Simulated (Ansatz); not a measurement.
GaAs:
```cif
data_AsGa
_chemical_formula_sum 'Ga1 As1'
_space_group_name_H-M_alt 'P 1'
_space_group_IT_number 1
_cell_length_a 4.00142
_cell_length_b 4.00142
_cell_length_c 4.00142
_cell_angle_alpha 60.000
_cell_angle_beta 60.000
_cell_angle_gamma 60.000
loop_
_space_group_symop_operation_xyz
  'x, y, z'
loop_
_atom_site_label
_atom_site_type_symbol
_atom_site_fract_x
_atom_site_fract_y
_atom_site_fract_z
_atom_site_occupancy
Ga1 Ga 0.00000 0.00000 0.00000 1
As1 As 0.75000 0.75000 0.75000 1
```

Relaxed with PBEsol. Plane-wave PAW PBEsol (Ansatz code) gives a gap of 0.42 eV.

What gap does HSE06 give on the same cell (Ansatz, PAW)?

1.40 eV, 0.98 eV more. The hybrid was solved on a coarser mesh and at special points; its gap is the smallest among all of these.

```csv
k,v1 PBEsol,c1 PBEsol,v1 HSE06,c1 HSE06
Γ,0.00,0.42,0.00,1.40
X,-2.68,1.36,___,___
L,-1.14,0.92,___,___
W,-3.36,4.58,___,___
K,-2.26,1.88,___,___
```

Top valence (v1) and lowest conduction level (c1) in eV from each method's valence maximum (which need not be a listed point): supply the withheld HSE06 values.


- X, v1 HSE06: -2.90
- X, c1 HSE06: 2.06
- W, v1 HSE06: -3.59
- W, c1 HSE06: 5.45
- L, v1 HSE06: -1.23
- L, c1 HSE06: 1.75
- K, v1 HSE06: -2.44
- K, c1 HSE06: 2.63

Cost on shared cores: the PBEsol run (SCF on a 9×9×9 mesh, then bands and DOS) very roughly 9 core-seconds, the HSE06 run (SCF on 6×6×6, then a few points) roughly 60 core-seconds; the tasks are unlike.

Space group F-43m (zinc blende). Symmetry was held in the PBEsol relaxation. Scalar-relativistic: spin–orbit coupling is off unless named, which matters more the heavier the elements.

Potentials: the later of the program's two PAW sets.
